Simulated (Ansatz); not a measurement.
Mn2B:
```cif
data_B2Mn4
_chemical_formula_sum 'Mn4 B2'
_space_group_name_H-M_alt 'P 1'
_space_group_IT_number 1
_cell_length_a 4.08376
_cell_length_b 4.08376
_cell_length_c 4.08376
_cell_angle_alpha 104.315
_cell_angle_beta 104.315
_cell_angle_gamma 120.365
loop_
_space_group_symop_operation_xyz
  'x, y, z'
loop_
_atom_site_label
_atom_site_type_symbol
_atom_site_fract_x
_atom_site_fract_y
_atom_site_fract_z
_atom_site_occupancy
Mn1 Mn 0.84146 0.65854 0.50000 1
Mn2 Mn 0.15854 0.34146 0.50000 1
Mn3 Mn 0.65854 0.15854 0.81707 1
Mn4 Mn 0.34146 0.84146 0.18293 1
B1 B 0.25000 0.25000 0.00000 1
B2 B 0.75000 0.75000 0.00000 1
```

This is the PBEsol-relaxed structure.

Task: All from the program Ansatz at the PBEsol level (PAW), unless another level is named. Predict the electronic character.

Result: metallic (no gap).

Task: What about the formation energy from the elements (no fitted shifts)?

Result: -0.44 eV/atom.

Task: Predict the density of states at the Fermi level.

Result: 0.65 states/eV per atom (mean over ±0.08 eV).

Space group I4/mcm. The first step of the workflow began from a Materials Project structure, measured or hypothetical; the Crystallography Open Database files this formula in space group No. 140, but the cells were not matched. Its standing as an ambient phase is unchecked. The cell was relaxed with PBEsol under the symmetry of its start; its stability against distortions is not shown here. The workflow began spin-polarised and lost its moments. The references are the lowest solids computed at this level, not always the standard phases.

Potentials: the later of the program's two PAW sets.
